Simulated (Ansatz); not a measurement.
A geometry of BePd away from equilibrium: the start of the relaxation of a generated cell, BePd built in the AFLOW prototype AB_tP4_129_c_c (B11, as in TiCu). These are PBEsol (plane waves to 420 eV, PAW, scalar-relativistic; Ansatz, a program for electronic structure) values and carry that method's errors. Γ-centred k-mesh 11×11×6 on the run's cell (coarser than for final values), Fermi–Dirac smearing 0.05 eV.

```xyz
4
Lattice="2.8927 0.0000 0.0000 0.0000 2.8927 0.0000 0.0000 0.0000 5.5107" Properties=species:S:1:pos:R:3 pbc="T T T"
Be     1.4463     0.0000     3.5820
Be     0.0000     1.4463     1.9287
Pd     1.4463     0.0000     0.5511
Pd     0.0000     1.4463     4.9596
```

Question: What forces act on the atoms (eV/Å)?

Answer: 
| atom | Fx | Fy | Fz |
|---|---|---|---|
| Be1 | 0.00 | 0.00 | -0.41 |
| Be2 | 0.00 | 0.00 | 0.41 |
| Pd3 | 0.00 | 0.00 | 9.72 |
| Pd4 | 0.00 | 0.00 | -9.72 |

Question: What is the pressure?

Answer: +37.3 GPa, compression positive.

Question: How much energy per atom can still be gained by relaxing?

Answer: 0.95 eV/atom; the path ends in P4/nmm (No. 129) (AFLOW prototype AB_tP4_129_c_c (B11, as in TiCu)).

No spin polarisation in the result.

The run could not lose the symmetry of its start, so the end can be a saddle point.

The end of the path is a generated cell of BePd: the first start was made by placing the elements on the sites of a structure type, and the end was not matched to a known phase here, so it may be hypothetical.
